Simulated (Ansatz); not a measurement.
# ZnS: do energies and stresses tell the same story?

Theory: Ansatz, DFT PBE, scalar-relativistic, plane waves, PAW.

Cutoff 420 eV; k points 12×12×2 on the computed 12-atom cell (Γ-centred); Gaussian smearing, width 0.02 eV; no spin polarisation.

Relaxed cell: P6_3mc, a = 3.847 Å, b = 3.847 Å, c = 18.873 Å, α = 90.00°, β = 90.00°, γ = 120.00°, 12 atoms in the primitive cell.

Energies at zero smearing and pressures from the stress tensor, at volumes with shape and atoms relaxed:
```csv
V (Å³/atom),E − E(first) (meV/atom),P (GPa)
17.739,0.00,11.84
18.344,-37.47,8.12
18.948,-62.02,4.98
19.553,-75.63,2.31
20.158,-79.94,0.04
20.763,-76.35,-1.89
21.367,-66.06,-3.52
22.174,-43.64,-5.32
```

Q: Check P = −dE/dV between neighbouring volumes, and get the bulk modulus from the pressures alone.

A: With 1 eV/Å³ = 160.2 GPa:
```csv
middle V (Å³/atom),−ΔE/ΔV (GPa),mean P (GPa)
18.041,9.928,9.980
18.646,6.504,6.549
19.251,3.605,3.641
19.855,1.142,1.173
20.460,-0.949,-0.923
21.065,-2.726,-2.704
21.770,-4.456,-4.423
```

The two differ by 0.05 GPa at most. The mean of two end pressures misses the average over a step by about ΔV² P″/12, up to 0.05 GPa here; with that taken off 0.00 GPa remains. Around V = 20.158 Å³/atom, the two neighbours give B = −V ΔP/ΔV = 20.158 × 4.19 / 1.209 = 69.9 GPa, against B0 = 69.3 GPa from the Birch–Murnaghan fit of the energies.

Cost: 9 runs of about 43 core-minutes in all, on Intel Xeon Processor @ 2.50GHz (Skylake/Cascade Lake) (shared hosts).